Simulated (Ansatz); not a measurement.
Bulk crystal (Ag) after relaxation:

```cif
data_structure
_symmetry_space_group_name_H-M 'P6_3/mmc'
_symmetry_Int_Tables_number 194
_cell_length_a 2.8671
_cell_length_b 2.8671
_cell_length_c 4.6907
_cell_angle_alpha 90.000
_cell_angle_beta 90.000
_cell_angle_gamma 120.000
_cell_volume 33.39
loop_
_atom_site_label
_atom_site_type_symbol
_atom_site_symmetry_multiplicity
_atom_site_Wyckoff_symbol
_atom_site_fract_x
_atom_site_fract_y
_atom_site_fract_z
_atom_site_occupancy
Ag1 Ag 2 c 0.33333 0.66667 0.25000 1
```

Miller indices refer to the conventional cell of P6_3/mmc (No. 194), a = 2.867 Å, b = 2.867 Å, c = 4.691 Å, α = 90.00°, β = 90.00°, γ = 120.00°.

The (001) slab of 7 planes, 14.1 Å thick with 15 Å of vacuum as cut; outer planes Ag (top) and Ag (bottom).

Method: DFT PBEsol, scalar-relativistic, plane waves, PAW in Ansatz 0.2.0. Plane waves to 420 eV, a k mesh through Γ of 12×12×1 on the computed 7-atom cell and Gaussian smearing (0.10 eV); no spin polarisation. The cell repeats along c with a dipole correction in the vacuum.

With the atoms at the bulk's places:

```json
{
 "Surface energy (mean of both faces)": "1.02 J/m²",
 "Work function": "4.68 eV"
}
```

(1) What changes when all atoms relax within this surface cell and its symmetry?

Answers

(1) The energy changes by under 0.001 J/m² a face, and the largest move is 0.02 Å.

For the relaxed slab, the surface energy (mean of both faces) is 1.02 J/m² and the work function is 4.67 eV.

```csv
plane (bottom to top),atoms,"spacing to next, bulk (Å)",relaxed (Å),change (%)
1,Ag,2.345,2.339,-0.3
2,Ag,2.345,2.333,-0.5
3,Ag,2.345,2.346,0.0
4,Ag,2.345,2.346,0.0
5,Ag,2.345,2.333,-0.5
6,Ag,2.345,2.339,-0.3
7,Ag,,,
```

The reference crystal is a form of Ag, which isn't its usual structure.